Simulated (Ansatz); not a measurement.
Values for one crystal, relaxed and computed with the program Ansatz at the r²SCAN level (PAW); other levels are named.

```yaml
volume_per_atom: 11.53 Å³
electronic_character: metallic (no gap)
Density of states at the Fermi level: 0.22 states/eV per atom (mean over ±0.08 eV)
Formation energy from the elements (no fitted shifts): -0.60 eV/atom
```

Task: Pick the material that matches.
A) Sc3RuC4, C2/m (Pearson symbol mS32)
B) InSb, zinc blende
C) K2Rh2O5, P4/mmm (Pearson symbol tP9)
D) Y2Al3Si2, C2/m (Y on 4i, Al on 4i, Al on 2a, Si on 4i)

Result: A, Sc3RuC4, C2/m (Pearson symbol mS32)

The first step of the workflow began from a Materials Project structure, measured or hypothetical; the Crystallography Open Database copy checked does not list it. With Sc and Ru taken as one species the cell has the higher symmetry Immm, so it may be an ordered model of a mixed-site phase. Its standing as an ambient phase is unchecked. The cell was relaxed with r²SCAN under the symmetry of its start; whether a distortion lowers the energy is not shown. The run is not spin-polarised. The references are the lowest solids computed at this level, not always the standard phases. Spin–orbit coupling is left out wherever it is not named.

Potentials: the later of the program's two PAW sets.
